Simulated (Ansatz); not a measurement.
An Ansatz (a quantum-chemistry and plane-wave program) run. Input:

Ansatz 0.2 input:
```yaml
crystal:
  lattice:
    - [2.993522687, 0.0, 0.0]
    - [-1.4967613435, 2.5924666937, 0.0]
    - [0.0, 0.0, 3.1604271149]
  atoms:
    - { symbol: Ti, position: [0.0, 0.0, 0.0] }
    - { symbol: B, position: [0.3333333333, 0.6666666667, 0.5] }
    - { symbol: B, position: [0.6666666667, 0.3333333333, 0.5] }
kpoints:
  mp_grid: { grid: [33, 33, 27] }
hamiltonian:
  xc: lda
  pseudopotentials: { azcp: { folder: ./paw }, kind: paw }
scf:
  occupations: { method: fermi_dirac, width: 0.1 }
elastic: { mode: relaxed_ion, stencil: two_point, amplitude: 0.005, f_tol: 0.0005 }
```

Output (shortened):

```
Pseudopotential: Ti, paw, valence charge 12
Pseudopotential: B, paw, valence charge 3
Functional definition: SPW92
Crystal: 3 atoms, lattice volume = 24.527 Å³
Basis set: ecut = 420 eV, 467 PW (Γ)
Bands: 13, of which v1, the nominal top of the filled ones, is band 9 counted from 1 (8 counted from 0)
Symmetry: 24 space group operations
Space group: P6/mmm (ITA 191), of the structure as read, at distance tolerance 2.9e-5 Å
k-points: 1512 of 29403
SCF 1 converged in 10 iterations: F = -2753.319882 eV  dr2 = 5.69e-15
Crystal: 3 atoms, lattice volume = 24.404 Å³
Basis set: ecut = 420 eV, 459 PW (Γ)
Symmetry: 8 space group operations
k-points: 4046 of 29403
SCF 2 converged in 8 iterations: F = -2753.318421 eV  dr2 = 2.78e-14
relax step   1: F+E_penalty+E_count = -2753.31842087 eV  Δ(F+E_penalty+E_count) = +0.000e0 eV  max|allowed force component| = 1.963e-2 eV/Å  Δτ_max = 0.0000 Å  (8 SCF iters, accepted)
Crystal: 3 atoms, lattice volume = 24.404 Å³
SCF 3 converged in 9 iterations: F = -2753.318428 eV  dr2 = 1.50e-19
relax step   2: F+E_penalty+E_count = -2753.31842795 eV  Δ(F+E_penalty+E_count) = -7.080e-6 eV  max|allowed force component| = 1.210e-2 eV/Å  Δτ_max = 0.0002 Å  (9 SCF iters, accepted)
Crystal: 3 atoms, lattice volume = 24.404 Å³
SCF 4 converged in 9 iterations: F = -2753.318432 eV  dr2 = 0.0
relax step   3: F+E_penalty+E_count = -2753.31843228 eV  Δ(F+E_penalty+E_count) = -4.331e-6 eV  max|allowed force component| = 1.938e-5 eV/Å  Δτ_max = 0.0004 Å  (9 SCF iters, accepted)
Crystal: 3 atoms, lattice volume = 24.404 Å³
SCF 5 converged in 6 iterations: F = -2753.318432 eV  dr2 = 0.0
Crystal: 3 atoms, lattice volume = 24.649 Å³
SCF 6 converged in 8 iterations: F = -2753.318618 eV  dr2 = 2.31e-14
relax step   1: F+E_penalty+E_count = -2753.31861781 eV  Δ(F+E_penalty+E_count) = +0.000e0 eV  max|allowed force component| = 1.797e-2 eV/Å  Δτ_max = 0.0000 Å  (8 SCF iters, accepted)
Crystal: 3 atoms, lattice volume = 24.649 Å³
SCF 7 converged in 6 iterations: F = -2753.318628 eV  dr2 = 6.09e-15
relax step   2: F+E_penalty+E_count = -2753.31862756 eV  Δ(F+E_penalty+E_count) = -9.750e-6 eV  max|allowed force component| = 3.650e-4 eV/Å  Δτ_max = 0.0005 Å  (6 SCF iters, accepted)
Crystal: 3 atoms, lattice volume = 24.649 Å³
SCF 8 converged in 6 iterations: F = -2753.318628 eV  dr2 = 0.0
Crystal: 3 atoms, lattice volume = 24.404 Å³
SCF 9 converged in 7 iterations: F = -2753.318998 eV  dr2 = 7.04e-15
Crystal: 3 atoms, lattice volume = 24.649 Å³
SCF 10 converged in 5 iterations: F = -2753.318859 eV  dr2 = 4.19e-14
Crystal: 3 atoms, lattice volume = 24.527 Å³
Symmetry: 4 space group operations
k-points: 7582 of 29403
SCF 11 converged in 7 iterations: F = -2753.319327 eV  dr2 = 6.05e-14
relax step   1: F+E_penalty+E_count = -2753.31932719 eV  Δ(F+E_penalty+E_count) = +0.000e0 eV  max|allowed force component| = 1.391e-4 eV/Å  Δτ_max = 0.0000 Å  (7 SCF iters, accepted)
Crystal: 3 atoms, lattice volume = 24.527 Å³
SCF 12 converged in 6 iterations: F = -2753.319327 eV  dr2 = 0.0
Crystal: 3 atoms, lattice volume = 24.527 Å³
SCF 13 converged in 7 iterations: F = -2753.319327 eV  dr2 = 6.02e-14
relax step   1: F+E_penalty+E_count = -2753.31932719 eV  Δ(F+E_penalty+E_count) = +0.000e0 eV  max|allowed force component| = 1.391e-4 eV/Å  Δτ_max = 0.0000 Å  (7 SCF iters, accepted)
Crystal: 3 atoms, lattice volume = 24.527 Å³
SCF 14 converged in 6 iterations: F = -2753.319327 eV  dr2 = 0.0
SCF converged after 10 iterations
Free energy (F): -2753.319882 eV
Harris-Foulkes:  -2753.319882 eV  (|F-HF|=0.00e0)
Internal energy: -2753.307832 eV  (E = F + TS)
E sigma→0 (E₀):  -2753.313857 eV
Entropy (-TS):   -0.012050 eV (-4.017 meV/atom)
Fermi energy:    15.547731 eV
--- Per-component energies (eV) ---
  E_band       = -83.766348
  E_kinetic    = 387.181237
  E_local      = -820.421446  (includes V_loc(G=0)·N_el)
  E_nonlocal   = 81.474107
  E_hartree    = 338.086547
  E_xc         = -184.396142
  E_vxc        = -227.275947  (∫ρ·V_xc dr)
  E_paw        = -1138.374431  (= ΣΔE_a)
  E_vpaw       = -180.897324  (= ΣTr[D̂ρ^β])
  E_aug_tail   = -0.000068  (compensation charges beyond the density's cutoff)
  E_ewald      = -1417.275254
  E_core_change = 0.417619  (= ΣΔE_core)
  E_smearing   = -0.012050  (= −TS)
  E_closure    = 0.000000  (closes the sum)
  Σ components = -2753.319882   (vs F -2753.319882, Δ=0.00e0)
--- Forces (eV/Å), atoms counted from 1 ---
  atom   1  Ti     0.00000000     0.00000000     0.00000000
  atom   2  B      0.00000000     0.00000000     0.00000000
  atom   3  B      0.00000000     0.00000000     0.00000000
  max |Σ_I F_I| component: 5.55e-17 eV/Å
--- Stress (GPa, compression-positive) ---
        0.109877       0.000000       0.000000
        0.000000       0.109877       0.000000
        0.000000       0.000000      -0.102336
  P = ⅓ Tr σ = 0.0391 GPa (0.391 kbar)
--- Band table (eV; the first three rows and the last of 1512) ---
  k-point 0: bands = ["-40.6810", "-17.3563", "-17.0173", "-17.0173", "1.9977", "12.7761", "12.7761", "13.3298", "13.3637", "17.5532", "17.5532", "19.4443", "19.4443"]
  k-point 1: bands = ["-40.6807", "-17.3599", "-17.0170", "-17.0170", "2.0176", "12.7915", "12.7915", "12.8801", "13.7947", "17.4963", "17.4963", "19.4094", "19.4094"]
  k-point 2: bands = ["-40.6799", "-17.3704", "-17.0161", "-17.0161", "2.0771", "12.3971", "12.8373", "12.8373", "14.2228", "17.3399", "17.3399", "19.3062", "19.3062"]
  k-point 1511: bands = ["-40.5852", "-17.4857", "-17.3136", "-17.3136", "6.9136", "6.9136", "9.7921", "12.3345", "12.3345", "18.2368", "20.1068", "20.1068", "20.3779"]
--- Elastic constants: 3 strain directions × 2 members + reference (group order 24) ---
  dense FFT box of the reference and of every strained cell: 24×24×24
  strains applied: 11, 33, 23; error gains …
  C = ∂σ_k/∂η_j (tension-positive GPa; Voigt order 11 22 33 23 13 12):
       706.357     75.028    118.634      0.000      0.000      0.000
        75.028    706.357    118.634      0.000      0.000      0.000
       118.432    118.432    498.355      0.000      0.000      0.000
         0.000      0.000      0.000    289.138      0.000      0.000
         0.000      0.000      0.000      0.000    289.138      0.000
         0.000      0.000      0.000      0.000      0.000    315.665
  reference stress σ⁰ (GPa):     -0.110     -0.110      0.102      0.000      0.000      0.000
  moduli (Voigt/Reuss/Hill, GPa): K = 281.70/277.08/279.39   G = 285.39/278.85/282.12   E = 633.22   ν = 0.122
  mechanically stable: yes (min eigenvalue of sym C = 289.14 GPa)
  strain η (Voigt 11):  stress-route row diagonal C_11 = 706.36 GPa, energy-path curvature d²(F+E_count+ΔE)/dδ²/Ω₀ = 706.34 GPa
         δ    σ_11 (GPa)             F (eV)   n_scf  n_hpsi   n_pw
    -5.000e-3      -3.6907       -2753.3184323       6  719043    494   relax 3 steps, max|allowed force component| 1.94e-5 eV/Å
     5.000e-3       3.3729       -2753.3186276       6  719251    499   relax 2 steps, max|allowed force component| 3.65e-4 eV/Å
  strain η (Voigt 33):  stress-route row diagonal C_33 = 498.36 GPa, energy-path curvature d²(F+E_count+ΔE)/dδ²/Ω₀ = 498.32 GPa
         δ    σ_33 (GPa)             F (eV)   n_scf  n_hpsi   n_pw
    -5.000e-3      -2.4211       -2753.3189976       7  343505    492   relax 0 steps, max|allowed force component| 2.96e-16 eV/Å
     5.000e-3       2.5624       -2753.3188586       5  283293    501   relax 0 steps, max|allowed force component| 1.60e-16 eV/Å
  strain η (Voigt 23):  stress-route row diagonal C_44 = 289.14 GPa, energy-path curvature d²(F+E_count+ΔE)/dδ²/Ω₀ = 289.14 GPa
         δ    σ_23 (GPa)             F (eV)   n_scf  n_hpsi   n_pw
    -5.000e-3      -1.4457       -2753.3193272       6  1349931    498   relax 1 steps, max|allowed force component| 1.39e-4 eV/Å
     5.000e-3       1.4457       -2753.3193272       6  1350046    498   relax 1 steps, max|allowed force component| 1.39e-4 eV/Å
```

Cost: about 22 core-minutes (a rough figure) on shared cores.

The LDA relaxation kept the symmetry of its start. The run is not spin-polarised. As this level gives no gap, shear constants depend on the k-mesh and smearing (Fermi–Dirac, 0.1 eV here).

Potentials: the earlier of the program's two PAW sets. The files were generated under PBE; for other functionals the program regenerates the frozen cores, and for LDA and PBEsol the local potential too.

Ansatz is a plane-wave DFT program.
